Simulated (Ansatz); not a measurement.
ZrGeO in space group P4/nmm (No. 129; Zr on 2c, Ge on 2a, O on 2c) under volume change, plane-wave PAW PBE (Ansatz code), shape and atoms relaxed at each volume.

| V (Å³/atom) | E − E(relaxed) (meV/atom) | P (GPa) |
|---|---|---|
| 13.034 | ___ | ___ |
| 13.464 | 26.0 | 10.31 |
| 13.893 | 6.1 | 4.69 |
| 14.323 | 0.0 | 0.00 |
| 14.753 | 5.4 | -3.87 |
| 15.182 | 20.2 | -7.07 |
| 15.612 | ___ | ___ |

Problem. What belongs in the gaps?

Solution. 
- 13.034, E − E(relaxed) (meV/atom): 62.3
- 13.034, P (GPa): 17.01
- 15.612, E − E(relaxed) (meV/atom): 42.7
- 15.612, P (GPa): -9.61

Problem. What does a third-order Birch–Murnaghan fit give for V₀, B₀ and B′?

Solution. V₀ = 14.32 Å³/atom, B₀ = 141 GPa, B′ = 5.3.

The start of the workflow was typed in or built on a structure type; neither database checked (COD, Materials Project) lists it. Its standing as an ambient phase is unchecked. The PBE relaxation kept the symmetry of its start; its stability against distortions is not shown here. The run is not spin-polarised. Spin–orbit coupling is left out wherever it is not named.

Potentials: the earlier of the program's two PAW sets.
